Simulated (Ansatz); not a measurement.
The relaxed structure here is a generated cell of VN: the first start was made by placing the elements on the sites of a structure type, and the end was not matched to a known phase here, so it may be hypothetical. Known forms of VN include space group No. 225.

A relaxed structure of VN. Computed with PBEsol (plane waves to 420 eV, PAW, scalar-relativistic; Ansatz, a first-principles code).

```
CELL_PARAMETERS angstrom
      5.72637     0.00000     0.00000
      0.00000     1.36304     4.77407
      0.00000    -1.36304     4.77407
ATOMIC_POSITIONS crystal
  V  0.70426 0.48751 0.48751
  V  0.29574 0.48751 0.48751
  V  0.00000 0.71922 0.71922
  V  0.50000 0.23513 0.23513
  N  0.71860 0.83908 0.83908
  N  0.28140 0.83908 0.83908
  N  0.79417 0.12349 0.12349
  N  0.20583 0.12349 0.12349
```

**Question.** Determine the symmetry and give the standard cell with its independent sites.

**Answer.** Space group Amm2 (No. 38); a = 5.726 Å, b = 2.726 Å, c = 9.548 Å, α = β = γ = 90.00°

| atom | site | symmetry | x | y | z |
|---|---|---|---|---|---|
| V | 4c | .m. | 0.2957 | 0.0000 | 0.4875 |
| V | 2a | mm2 | 0.0000 | 0.0000 | 0.7192 |
| V | 2b | mm2 | 0.5000 | 0.5000 | 0.7351 |
| N | 4c | .m. | 0.2814 | 0.0000 | 0.8391 |
| N | 4c | .m. | 0.2058 | 0.0000 | 0.1235 |

**Question.** Give the shortest distances between elements (the closest pairs, up to four, under 3.6 Å).

**Answer.** N–V 1.95 Å; V–V 2.34 Å; N–N 2.36 Å.

The volume per atom is 9.32 Å³, the band gap comes out as zero (metallic) and the magnetic moment is zero (the starting moments vanished).

No spin polarisation in the result: the starting moments vanished.

It was reached from a disturbed copy of a P4₂/mmc (No. 131) cell, against which it lies -0.40 eV/atom.
